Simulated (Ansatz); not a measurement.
## LiRh: checking dH/dP = V

These are results of DFT PBEsol, scalar-relativistic, plane waves, PAW (Ansatz), not measurements. Settings: 420 eV cutoff, 18×18×10 k-mesh, Gaussian smearing of 0.10 eV, no spin polarisation.

Starting point, cell and atoms relaxed:

```xyz
2
Lattice="2.6257 0.0000 0.0000 -1.3128 2.2739 0.0000 0.0000 0.0000 4.3260" Properties=species:S:1:pos:R:3 pbc="T T T"
Li    0.0000    0.0000    2.1630
Rh    1.3128    0.7580    0.0000
```

Cell and atoms were relaxed at each target pressure within the start's symmetry (P-6m2), at zero temperature; other phases can be more stable under pressure. H = E + PV with P the target; E is the free energy at the smearing used, whose derivative the pressure is, per atom and counted from zero pressure. The mesh named is that at zero pressure; some other pressures ran on another.

```tsv
P (GPa)	V (Å³/atom)	E − E0 (meV)	H − H0 (meV)
0	12.914	0.0	0.0
3	12.595	2.9	238.7
8	12.135	18.5	624.4
15	11.611	55.7	1142.8
30	10.765	174.3	2189.9
60	9.639	482.1	4091.9
```

Task: Thermodynamics gives dH/dP = V along a relaxed path. Integrate V over P by the trapezoid rule and compare with the computed enthalpies.

Result: With 1 eV/Å³ = 160.22 GPa, each step adds the mean volume times ΔP / 160.22:
```
P (GPa)  ∫V dP (meV) H − H0 (meV) difference (meV)
      3        238.8         238.7               0.1
      8        624.7         624.4               0.3
     15       1143.4        1142.8               0.6
     30       2190.9        2189.9               1.0
     60       4101.2        4091.9               9.3
```

V(P) curves upward, so the trapezoid rule runs high; integrating a smooth curve through the same points puts that excess at about 11.0 meV at 60 GPa, against the 9.3 meV found.

Task: At 60 GPa, how much of the enthalpy change is stored energy and how much is the PV term?

Result: E rises by 482 meV/atom and PV is 60 × 9.639 / 160.22 = 3610 meV/atom, so PV makes 88 % of ΔH. So between rival structures at high pressure a small difference in volume can outweigh the difference in energy: 1 % of this volume is worth 36.1 meV/atom at this pressure.

Task: What bulk modulus do the lowest pressures give, and how is the compression shared among the axes?

Result: From the pressures that the runs reached, -3.00 GPa (13.280 Å³) and 2.99 GPa (12.595 Å³), B = −ΔP/Δln V = 5.99 / 0.0530 = 113 GPa, a mean over that range. The linear compressibilities −Δln(length)/ΔP are 2.01 along a, 2.01 along b, 4.85 along c (in TPa⁻¹). With fixed angles they add up to 1/B: 8.86 against 8.86. Softest: c, at 55 % of the volume change per axis.